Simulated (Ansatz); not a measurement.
MgTe:
```
MgTe
1.0
    0.00000     3.25475     3.25475
    3.25475     0.00000     3.25475
    3.25475     3.25475     0.00000
Mg Te
1 1
Direct
  0.00000   0.00000   0.00000
  0.25000   0.25000   0.25000
```

Relaxed with PBE. Special points in fractions of this cell's reciprocal vectors: Γ (0.000, 0.000, 0.000); X (0.500, 0.000, 0.500); U (0.625, 0.250, 0.625); K (0.375, 0.375, 0.750); L (0.500, 0.500, 0.500); W (0.500, 0.250, 0.750).

Task: List the band energies nearest the valence-band maximum at these points for PBE in the plane-wave PAW code Ansatz.

Result: In eV from the valence-band maximum; about four levels below and three above (degenerate sets whole), none deeper than 8.9 eV; points with the same levels are listed once.

```tsv
k	below	above
Γ	0.00 0.00 0.00	2.33 5.44 5.44 5.44
X	-2.97 -1.14 -1.14	2.88 3.53 9.50 9.50
U	-2.73 -1.87 -0.92	3.47 5.17 7.81
L	-3.13 -0.41 -0.41	3.17 5.52 5.52
W	-2.63 -1.81 -1.39	4.58 5.53 6.14
```

Space group F-43m (zinc blende). The cell was relaxed with PBE under the symmetry of its start. Scalar-relativistic: spin–orbit coupling is off unless named, which matters more the heavier the elements.

Potentials: the earlier of the program's two PAW sets.
